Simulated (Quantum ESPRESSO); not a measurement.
F in AgCl: local NMR parameters

Host, cell and atoms relaxed with PBE and no dispersion term (shieldings by PBE GIPAW on JTH datasets (Quantum ESPRESSO, modified build), 25 Ha, k-mesh 5×5×5 shifted, f-sum rule met within 0.003 %):

```csv
site,site symmetry,σ_iso (ppm)
"Ag (atoms 1, 3, 5, 7)",m-3m,3463
"Cl (atoms 2, 4, 6, 8)",m-3m,895
```

Its cell: a = b = c = 5.613 Å, α = β = γ = 90.00°.

Changed cell (atom 2 is the new one; 25 Ha, k-mesh 5×5×5 shifted):

```xyz
8
Lattice="5.4798 0.0000 0.0000 0.0000 5.4798 0.0000 0.0000 0.0000 5.4798" Properties=species:S:1:pos:R:3 pbc="T T T"
Ag     0.0000     0.0000     0.0000
F      2.7399     0.0000     0.0000
Ag     0.0000     2.7399     2.7399
Cl     2.7399     2.7399     2.7399
Ag     2.7399     0.0000     2.7399
Cl     0.0000     0.0000     2.7399
Ag     2.7399     2.7399     0.0000
Cl     0.0000     2.7399     0.0000
```
The cell was made here from a computed Materials Project entry: one of 4 Cl replaced by F, cell and atoms relaxed (PBE without dispersion, pw.x of Quantum ESPRESSO, symmetry kept). The parent is AgCl in Fm-3m. The swapped cell is a model, not a known phase. Stability against distortions was not tested. The run has no spin polarisation.

σ is an absolute shielding without the bulk-susceptibility term: within one crystal shift differences are minus those of σ, between compounds the missing term differs by several ppm. In our sweeps, cutoffs and meshes of this size left a few ppm, and up to some 20 ppm on atoms from Zn on. No spin–orbit coupling; Ag is the heaviest element present. The datasets of Cl hold no d projectors, which limits absolute σ on these atoms. The band gap at this level is small, which makes the paramagnetic part of σ large and sensitive to the functional. Static lattice: thermal averaging is not included.

Q: What do the sites of the changed cell show?

A: 
| site | distance to atom 2 (Å) | σ_iso (ppm) | change from the host | span Ω (ppm) |
|---|---|---|---|---|
| Ag1 (atoms 1, 5, 7) | 2.74 | 3523 | +60 | 348 |
| F (atom 2) | – | 233 | – | 0 |
| Ag2 (atom 3) | 4.75 | 3298 | -164 | 0 |
| Cl (atoms 4, 6, 8) | 3.87 | 982 | +87 | 185 |
Ω = σ33 − σ11 is nil on cubic sites and else less certain than σ_iso.
The swap repeats in every cell, so this is an ordered compound and not a dilute impurity.
